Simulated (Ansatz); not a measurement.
Input:

NbIr:
```cif
data_IrNb
_chemical_formula_sum 'Ir1 Nb1'
_space_group_name_H-M_alt 'P 1'
_space_group_IT_number 1
_cell_length_a 3.72745
_cell_length_b 3.72745
_cell_length_c 3.72745
_cell_angle_alpha 60.000
_cell_angle_beta 60.000
_cell_angle_gamma 60.000
loop_
_space_group_symop_operation_xyz
  'x, y, z'
loop_
_atom_site_label
_atom_site_type_symbol
_atom_site_fract_x
_atom_site_fract_y
_atom_site_fract_z
_atom_site_occupancy
Ir1 Ir 0.00000 0.00000 0.00000 1
Nb1 Nb 0.50000 0.50000 0.50000 1
```

This is the PBE-relaxed structure.

### Question
All from plane-wave PAW PBE (Ansatz code), unless another level is named. Estimate the formation energy from the elements (no fitted shifts).

### Answer
0.073 eV/atom.

### Question
Give the density of states at the Fermi level.

### Answer
0.71 states/eV per atom (mean over ±0.08 eV).

Space group Fm-3m (rock salt). The start of the workflow was typed in or built on a structure type; neither database checked (COD, Materials Project) lists it. COD files the formula under space group No. 123. Its standing as an ambient phase is unchecked. The PBE relaxation kept the symmetry of its start; its stability against distortions is not shown here. No spin polarisation was allowed. The references are the lowest solids computed at this level, not always the standard phases. Scalar-relativistic: spin–orbit coupling is off unless named, which matters more the heavier the elements.

Potentials: the later of the program's two PAW sets.
